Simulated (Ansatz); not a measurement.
AlGa$_{3}$As$_{4}$:
```yaml
crystal:
  lattice:
    - [4.01056, 0.00000, 0.00000]
    - [0.00000, 4.01056, 0.00000]
    - [0.00000, 0.00000, 11.32561]
  atoms:
    - { symbol: Ga, position: [0.00000, 0.00000, 0.75028] }
    - { symbol: As, position: [0.50000, 0.00000, 0.87517] }
    - { symbol: Ga, position: [0.50000, 0.50000, 0.00000] }
    - { symbol: As, position: [0.00000, 0.50000, 0.12483] }
    - { symbol: Ga, position: [0.00000, 0.00000, 0.24972] }
    - { symbol: As, position: [0.50000, 0.00000, 0.37516] }
    - { symbol: Al, position: [0.50000, 0.50000, 0.50000] }
    - { symbol: As, position: [0.00000, 0.50000, 0.62484] }
```

The program Ansatz at the r²SCAN level (PAW) gives a gap of 1.29 eV without spin–orbit coupling, maximum at Γ, minimum at Γ.

**Question.** What happens when spin–orbit coupling is switched on?

**Answer.** The gap shrinks by 0.10 eV, to 1.19 eV; maximum at Γ, minimum at Γ.

**Question.** Give the electron effective mass with spin–orbit coupling.

**Answer.** 0.073, 0.073, 0.081 mₑ (principal values).

**Question.** Give the hole effective mass with spin–orbit coupling.

**Answer.** 0.36 along z (mₑ).

Space group P-4m2. The start of the workflow was typed in or built on a structure type; neither database checked (COD, Materials Project) lists it. Whether it is the stable phase at ambient conditions was not checked. The r²SCAN relaxation kept the symmetry of its start; whether a distortion lowers the energy is not shown.

Potentials: the earlier of the program's two PAW sets.
